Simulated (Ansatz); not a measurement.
Consider the following.

IrO2 (rutile)

```yaml
crystal:
  lattice:
    - [4.47186, 0.00000, 0.00000]
    - [0.00000, 4.47186, 0.00000]
    - [0.00000, 0.00000, 3.15377]
  atoms:
    - { symbol: Ir, position: [0.00000, 0.00000, 0.00000] }
    - { symbol: Ir, position: [0.50000, 0.50000, 0.50000] }
    - { symbol: O, position: [0.30880, 0.30880, 0.00000] }
    - { symbol: O, position: [0.80880, 0.19120, 0.50000] }
    - { symbol: O, position: [0.19120, 0.80880, 0.50000] }
    - { symbol: O, position: [0.69120, 0.69120, 0.00000] }
```

E(V) scan at fixed shape, V₀ the volume above. The atoms relax within the cell's symmetry.

The numbers are results of PBEsol (plane waves to 420 eV, PAW, scalar-relativistic; Ansatz, a first-principles code), not measurements. k mesh 11×11×15 (Γ-centred), Fermi-Dirac smearing 0.05 eV. E stands for the smeared free energy. Compression counts positive. With the shape held, the modulus is that of even scaling; a crystal free to change shape is softer. IrO2 is run without spin polarisation and with no Hubbard U. IrO2 was relaxed with its symmetry unable to fall. Spin-orbit coupling is left out, though Ir is heavy. The PAW data are Ansatz's earlier set. The zero of ΔE is the relaxed starting cell.

The scan covers V/V₀ from 0.900 to 1.100 in 13 points.

What is the fitted pressure derivative B₀′?

4.8.

What bulk modulus at fixed cell shape B₀ follows from a third-order Birch-Murnaghan fit?

305 GPa.

(Under strain, the slope of the energy per volume gives the stress and its curvature an elastic modulus.)
